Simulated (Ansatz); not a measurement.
ZnS (P6_3mc) from a database structure at its r2SCAN geometry, run in the PAW code Ansatz at 3 levels of theory. Calculated for a static, non-magnetic cell.

The r2SCAN input:
```yaml
crystal:
  lattice:
    - [3.8088533366, 0.0, 0.0]
    - [-1.9044266683, 3.2985637488, 0.0]
    - [0.0, 0.0, 24.9099388545]
  atoms:
    - { symbol: Zn, position: [0.3333333333, 0.6666666667, 0.750041616] }
    - { symbol: Zn, position: [0.3333333333, 0.6666666667, 0.1249426712] }
    - { symbol: Zn, position: [0.0, 0.0, 4.23591e-05] }
    - { symbol: Zn, position: [0.6666666667, 0.3333333333, 0.8751594453] }
    - { symbol: Zn, position: [0.6666666667, 0.3333333333, 0.250041616] }
    - { symbol: Zn, position: [0.3333333333, 0.6666666667, 0.3751594453] }
    - { symbol: Zn, position: [0.0, 0.0, 0.5000423591] }
    - { symbol: Zn, position: [0.6666666667, 0.3333333333, 0.6249426712] }
    - { symbol: S, position: [0.0, 0.0, 0.5937160851] }
    - { symbol: S, position: [0.6666666667, 0.3333333333, 0.9688096413] }
    - { symbol: S, position: [0.3333333333, 0.6666666667, 0.218609016] }
    - { symbol: S, position: [0.6666666667, 0.3333333333, 0.3438771659] }
    - { symbol: S, position: [0.3333333333, 0.6666666667, 0.8438771659] }
    - { symbol: S, position: [0.3333333333, 0.6666666667, 0.4688096413] }
    - { symbol: S, position: [0.6666666667, 0.3333333333, 0.718609016] }
    - { symbol: S, position: [0.0, 0.0, 0.0937160851] }
kpoints:
  mp_grid: { grid: [12, 12, 2] }
  band_path:
    path:
      - [0.0, 0.0, 0.0]
      - [0.5, 0.0, 0.0]
      - [0.3333333333, 0.3333333333, 0.0]
      - [0.0, 0.0, 0.5]
      - [0.5, 0.0, 0.5]
      - [0.3333333333, 0.3333333333, 0.5]
    npoints: 1
hamiltonian:
  xc: r2scan
scf:
  occupations: { method: fixed }
  n_extra_bands: 8
output:
  forces: true
  stress: true
  eigenvalues: true
```

Main results, then, where recorded, the levels near the gap in eV from the Fermi energy (columns number the bands from 0), one row a point of the path (Γ, M, K, A, L, H):
```
Crystal: 16 atoms, lattice volume = 312.962 Å³
Symmetry: 12 space group operations
Space group: P63mc (ITA 186)
```
```
Basis set: ecut = 500 eV, 7849 PW (Γ)
k-points: 38 of 288
SCF 1 converged in 9 iterations: F = -33867.594499 eV  dr2 = 9.43e-9
Free energy (F): -33867.594499 eV
Fermi energy:    5.625140 eV
--- Forces (eV/Å), atoms counted from 1 ---
  atom   1  Zn      0.00000      0.00000      0.00065
  atom   2  Zn      0.00000      0.00000      0.00066
  atom   3  Zn      0.00000      0.00000      0.00054
  atom   4  Zn      0.00000      0.00000      0.00120
  atom   5  Zn      0.00000      0.00000      0.00065
  atom   6  Zn      0.00000      0.00000      0.00120
  atom   7  Zn      0.00000      0.00000      0.00054
  atom   8  Zn      0.00000      0.00000      0.00066
  atom   9  S       0.00000      0.00000    -0.00057
  atom  10  S       0.00000      0.00000    -0.00117
  atom  11  S       0.00000      0.00000    -0.00011
  atom  12  S       0.00000      0.00000    -0.00123
  atom  13  S       0.00000      0.00000    -0.00123
  atom  14  S       0.00000      0.00000    -0.00117
  atom  15  S       0.00000      0.00000    -0.00011
  atom  16  S       0.00000      0.00000    -0.00057
--- Stress (GPa, compression-positive) ---
        0.036659       0.000000       0.000000
        0.000000       0.036659       0.000000
        0.000000       0.000000       0.031069
  P = ⅓ Tr σ = 0.0348 GPa (0.348 kbar)
```
```tsv
band_69	band_70	band_71	band_72	band_73	band_74
-0.022	0.000	0.000	2.723	3.490	3.572
-1.141	-1.056	-0.905	3.730	3.754	4.089
-1.669	-1.579	-1.579	4.751	5.022	5.022
-0.040	-0.040	-0.040	3.000	3.000	3.781
-1.167	-0.969	-0.969	3.837	3.837	4.006
-1.739	-1.524	-1.524	4.866	4.866	4.938
```

The r2SCAN gap is direct at Γ: 2.72 eV.

Q: Another run on the same cell gave
```
Basis set: ecut = 420 eV, 6107 PW (Γ)
k-points: 7 of 36
SCF 1 stopped early in 3 iterations: F = -33781.785516 eV  dr2 = 3.28e-4
SCF 2 stopped early in 6 iterations: F = -33787.195291 eV  dr2 = 1.47e-5
hybrid outer 1: dexx = +9.980e-2 eV, tail = 3.27e-4 eV
SCF 3 converged in 6 iterations: F = -33787.190325 eV  dr2 = 1.97e-9
hybrid outer 2: dexx = +7.961e-6 eV, tail = 1.18e-7 eV, Δε = 4.76e-3 eV, ΔF = 1.13e-3 eV/Å
SCF 4 converged in 2 iterations: F = -33787.190325 eV  dr2 = 1.97e-9
hybrid outer 3: dexx = +1.715e-9 eV, tail = 5.25e-9 eV, Δε = 1.09e-4 eV, ΔF = 1.69e-4 eV/Å
Free energy (F): -33787.190325 eV
Fermi energy:    5.167212 eV
--- Forces (eV/Å), atoms counted from 1 ---
  atom   1  Zn      0.00000      0.00000      0.00515
  atom   2  Zn      0.00000      0.00000      0.00046
  atom   3  Zn      0.00000      0.00000      0.00071
  atom   4  Zn      0.00000      0.00000    -0.00606
  atom   5  Zn      0.00000      0.00000      0.00515
  atom   6  Zn      0.00000      0.00000    -0.00606
  atom   7  Zn      0.00000      0.00000      0.00071
  atom   8  Zn      0.00000      0.00000      0.00046
  atom   9  S       0.00000      0.00000    -0.00068
  atom  10  S       0.00000      0.00000    -0.00086
  atom  11  S       0.00000      0.00000      0.00385
  atom  12  S       0.00000      0.00000    -0.00258
  atom  13  S       0.00000      0.00000    -0.00258
  atom  14  S       0.00000      0.00000    -0.00086
  atom  15  S       0.00000      0.00000      0.00385
  atom  16  S       0.00000      0.00000    -0.00068
--- Stress (GPa, compression-positive) ---
        1.629657       0.000000       0.000000
        0.000000       1.629657       0.000000
        0.000000       0.000000       1.570156
  P = ⅓ Tr σ = 1.6098 GPa (16.098 kbar)
```
```tsv
band_69	band_70	band_71	band_72	band_73	band_74
-0.021	0.000	0.000	3.393	4.181	4.261
-1.173	-1.085	-0.930	4.420	4.463	4.834
-1.723	-1.619	-1.619	5.492	5.782	5.782
-0.041	-0.041	-0.041	3.669	3.669	4.529
-1.200	-0.995	-0.995	4.535	4.535	4.724
-1.794	-1.562	-1.562	5.620	5.620	5.686
```
Which level of theory and mesh gave it?

A: It is HSE06, judged by the exchange loop and the size of the gap (a near hybrid could fit too), on 6×6×1; the blocks that differ from the first input, but for the band path:
```yaml
kpoints:
  mp_grid: { grid: [6, 6, 1] }
hamiltonian:
  xc: hse06
```
With HSE06 the gap is 3.39 eV and direct, at Γ. The mean pressure is +1.6 GPa (compression positive), so HSE06 would enlarge the cell's volume. The stress of a hybrid is loosely converged here.

Q: In the first input these blocks are replaced (the band path and keys that only write files left aside):
```yaml
kpoints:
  mp_grid: { grid: [6, 6, 1] }
hamiltonian:
  xc: pbe0
```
What comes out?

A:
```
Basis set: ecut = 420 eV, 6107 PW (Γ)
k-points: 7 of 36
SCF 1 stopped early in 3 iterations: F = -33781.785377 eV  dr2 = 3.33e-4
Exchange kernel: α = 0.2500, full range, Wigner–Seitz truncation, v(0) = 17263.3403 eV·Å³, q-mesh 6×6×1
SCF 2 stopped early in 6 iterations: F = -33789.332632 eV  dr2 = 4.72e-5
hybrid outer 1: dexx = +1.314e-1 eV, tail = 3.91e-4 eV
SCF 3 converged in 7 iterations: F = -33789.328082 eV  dr2 = 4.24e-9
hybrid outer 2: dexx = +8.957e-6 eV, tail = 1.52e-7 eV, Δε = 5.63e-3 eV, ΔF = 2.75e-3 eV/Å
SCF 4 converged in 2 iterations: F = -33789.328082 eV  dr2 = 2.11e-9
hybrid outer 3: dexx = +2.836e-9 eV, tail = 5.91e-9 eV, Δε = 1.13e-4 eV, ΔF = 2.64e-4 eV/Å
Free energy (F): -33789.328082 eV
Fermi energy:    4.799627 eV
--- Forces (eV/Å), atoms counted from 1 ---
  atom   1  Zn      0.00000      0.00000      0.00489
  atom   2  Zn      0.00000      0.00000      0.00032
  atom   3  Zn      0.00000      0.00000      0.00065
  atom   4  Zn      0.00000      0.00000    -0.00533
  atom   5  Zn      0.00000      0.00000      0.00489
  atom   6  Zn      0.00000      0.00000    -0.00533
  atom   7  Zn      0.00000      0.00000      0.00065
  atom   8  Zn      0.00000      0.00000      0.00032
  atom   9  S       0.00000      0.00000    -0.00065
  atom  10  S       0.00000      0.00000    -0.00067
  atom  11  S       0.00000      0.00000      0.00377
  atom  12  S       0.00000      0.00000    -0.00299
  atom  13  S       0.00000      0.00000    -0.00299
  atom  14  S       0.00000      0.00000    -0.00067
  atom  15  S       0.00000      0.00000      0.00377
  atom  16  S       0.00000      0.00000    -0.00065
--- Stress (GPa, compression-positive) ---
        1.397628       0.000000       0.000000
        0.000000       1.397628       0.000000
        0.000000       0.000000       1.340796
  P = ⅓ Tr σ = 1.3787 GPa (13.787 kbar)
```
```tsv
band_69	band_70	band_71	band_72	band_73	band_74
-0.019	0.000	0.000	4.057	4.863	4.944
-1.191	-1.100	-0.943	5.114	5.158	5.535
-1.748	-1.641	-1.641	6.195	6.491	6.491
-0.042	-0.042	-0.042	4.337	4.337	5.226
-1.217	-1.010	-1.010	5.231	5.231	5.422
-1.821	-1.583	-1.583	6.327	6.327	6.391
```
PBE0 gives a direct gap of 4.06 eV at Γ. At this geometry PBE0 finds +1.4 GPa, compression counted positive: its own equilibrium volume is larger. (The program warns that its thresholds are loose for a hybrid's stress.)

The hybrids run on coarser meshes, which limits their stresses and small splittings of levels.

Totals of different functionals can't be compared.

The meshes of the hybrids are coarse, so their gaps aren't converged to the digits shown.
